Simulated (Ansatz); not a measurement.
Slab of bcc Fe (211), 3 layers

The slab is cut from the bcc crystal, the stable phase, as relaxed on PAW files (10.84 Å³/atom), with 16 Å of vacuum and a dipole correction:

```
CELL_PARAMETERS angstrom
2.41459 0.00000 0.00000
0.00000 3.94301 0.00000
0.00000 0.00000 18.27650
ATOMIC_POSITIONS crystal
Fe 0.33333 0.00000 0.43772
Fe 0.00000 0.50000 0.50000
Fe 0.66667 0.00000 0.56228
```

Level of theory: DFT with PBEsol, scalar-relativistic, in Ansatz 0.2.0; a Γ-centred 14×8×1 k mesh, Fermi–Dirac smearing of 0.08 eV, spin-polarised from start moments Fe1 2.5, Fe2 2.5, Fe3 2.5 μB. LAPW: all electrons, basis error target 1 meV/atom; PAW: frozen-core files, cutoff 420 eV.

The bulk energy comes from a cell in the slab's orientation on a 14×8×5 mesh. The surface energy is (E(slab) − N·E(bulk))/2A at zero smearing, the mean of both faces; thin slabs carry quantum-size effects.

Other magnetic orders may lie lower. The PAW files were made under PBE. The cell is 1×1, so reconstructions are forbidden, and in slabs of four or five layers the relaxations can be far larger than at a real surface.

**Question.** As cut, the LAPW slab lies 3.704 eV above 3 atoms of bulk. What surface energy is that?

**Answer.** Over two faces of 9.52 Å² it is 194.5 meV/Å², and times 16.02 J/m² per eV/Å² that gives γ = 3.117 J/m².

**Question.** What do relaxation and the other method give, and what work function comes out?

**Answer.** 

```json
{"method": "LAPW", "γ as cut (J/m²)": "3.117", "γ relaxed (J/m²)": "3.043", "Φ as cut (eV)": "4.25", "Φ relaxed (eV)": "4.35"}
{"method": "PAW", "γ as cut (J/m²)": "3.116", "γ relaxed (J/m²)": "3.043", "Φ as cut (eV)": "4.26", "Φ relaxed (eV)": "4.36"}
```

**Question.** How do the spacings between the planes relax?

**Answer.** From the bottom face up: d12 -4.3 % of 1.138 Å, d23 -4.3 % of 1.138 Å.

**Question.** How do the moments vary through the slab?

**Answer.** Fe1 2.72, Fe2 2.42, Fe3 2.72 μB in the LAPW spheres; the bulk has Fe 2.14 μB.

**Question.** What changes if the vacuum is set to 22 Å?

**Answer.** LAPW then gives: no gap, work function 4.35 eV; PAW: no gap, work function 4.36 eV.
